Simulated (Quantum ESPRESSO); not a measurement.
Space group F-43m (No. 216); a = b = c = 5.635 Å, α = β = γ = 90.00°

```
atom  site  symmetry       x       y       z
----  ----  --------  ------  ------  ------
Al      4a      -43m  0.0000  0.0000  0.0000
As      4d      -43m  0.7500  0.7500  0.7500
```
(The calculation used a cell of 2 atoms; values per cell refer to that cell.)

The PBEsol cell relaxed from Materials Project entry mp-2172 was given an isotropic strain of -0.7 % on all lattice vectors, and the atoms were relaxed again.

Q: What does PBEsol (Quantum ESPRESSO, PseudoDojo norm-conserving, 84 Ry, scalar-relativistic) give for the electronic structure near the Fermi level?

A: The PBEsol gap is indirect, 1.30 eV, from Γ to X; the smallest direct gap is 2.06 eV. Spin-orbit splittings are left out.
